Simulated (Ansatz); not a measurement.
# Equation of state of zinc, simple cubic

These are results of DFT, PBEsol, plane waves (420 eV) with PAW, scalar-relativistic (Ansatz 0.2.0), not measurements. (PAW data from PBE, frozen cores regenerated.)

The cell is scaled uniformly from the relaxed one, with fractional coordinates and shape fixed. Energies are extrapolated to zero smearing, pressures are those at the given smearing. Magnetic state: spin not included.

```json
{"V (Å³/atom)": "14.826", "E − E₀ (meV/atom)": "63.2", "P (GPa)": "11.09"}
{"V (Å³/atom)": "15.500", "E − E₀ (meV/atom)": "26.3", "P (GPa)": "6.56"}
{"V (Å³/atom)": "16.174", "E − E₀ (meV/atom)": "6.4", "P (GPa)": "2.99"}
{"V (Å³/atom)": "16.848", "E − E₀ (meV/atom)": "0.0", "P (GPa)": "0.16"}
{"V (Å³/atom)": "17.521", "E − E₀ (meV/atom)": "4.2", "P (GPa)": "-2.07"}
{"V (Å³/atom)": "18.195", "E − E₀ (meV/atom)": "16.8", "P (GPa)": "-3.82"}
{"V (Å³/atom)": "18.869", "E − E₀ (meV/atom)": "35.9", "P (GPa)": "-5.16"}
```

Q: Fit a third-order Birch-Murnaghan equation.

A: V₀ = 16.89 Å³/atom, B₀ = 62 GPa, B₀′ = 4.9.
